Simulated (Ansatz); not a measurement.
A relaxed cell of BaIr₂ is given with its symmetry left out. The cell was found from a structure generator's guess, not taken from experiment.

Computed with DFT PBE, scalar-relativistic, plane waves, PAW in Ansatz 0.2.0. Cutoff 420 eV, Γ-centred mesh, Gaussian smearing, no spin polarisation.

```
Ba Ir
1.0
     4.26387    0.00000    0.00000
    -2.13194    3.69262    0.00000
     0.00000    0.00000    4.99165
Ba Ir
1 2
Direct
  0.00000 0.00000 0.00000
  0.66667 0.33333 0.50000
  0.33333 0.66667 0.50000
```

Energies over the elements count from the elements' standard structures at the same level, with no fitted energy shifts.

Problem. What space group does it have?

Solution. P6/mmm (No. 191), the AlB2 type. Conventional cell: a = 4.264 Å, c = 4.992 Å. Ba is surrounded by 12 Ir at 3.51 Å and 6 Ba at 4.26 Å; around Ir lie 3 Ir at 2.46 Å and 6 Ba at 3.51 Å.

Problem. How far does it lie from the elements in energy?

Solution. −0.08 eV/atom. A negative formation energy is needed for stability but isn't enough: competing phases decide.

Problem. Is it a metal?

Solution. Yes, bands cross the Fermi level on the 12×12×10 mesh.

The last run used a 12×12×10 mesh (in the run's order of axes) for its 3-atom cell and Gaussian smearing of 0.10 eV. Spin–orbit coupling, which can matter for Ir, is left out. The cell is a metal run without spin; a magnetic state may lie lower. A structure relaxed within its symmetry needn't be a true minimum.
